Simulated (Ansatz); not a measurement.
SrMoO₃ (cubic perovskite, Pm-3m), PBEsol in the plane-wave PAW code Ansatz, all energies at zero smearing, with the estimated change up to a 700 eV cutoff added, with one set of potentials and settings (totals compare only within such a set). Cell of 5 atoms (1 Sr, 1 Mo, 3 O): -10077.038 eV.

```
element                            reference phase  E (eV/atom)
-------  -----------------------------------------  -----------
Sr                      Fm-3m, 1 atoms in the cell   -3492.2134
Mo                      Im-3m, 1 atoms in the cell   -4897.4695
O        C2/m, 4 atoms in the cell, spin-polarised    -558.3554
```

Formation energy per atom, worked out: (-10077.038 − 1×(-3492.2134) − 1×(-4897.4695) − 3×(-558.3554))/5 = -2.458 eV/atom (-237 kJ per mol of atoms), at 0 K, without zero-point energy or fitted corrections.

The first step of the workflow began from a Materials Project structure, measured or hypothetical; the Crystallography Open Database copy checked does not list it. Whether it is the stable phase at ambient conditions was not checked. The cell was relaxed with PBEsol under the symmetry of its start; its stability against distortions is not shown here. The workflow began spin-polarised and lost its moments. No Hubbard U is applied. The references are the lowest solids computed at this level, not always the standard phases (solids in place of the gases).

Potentials: the later of the program's two PAW sets.
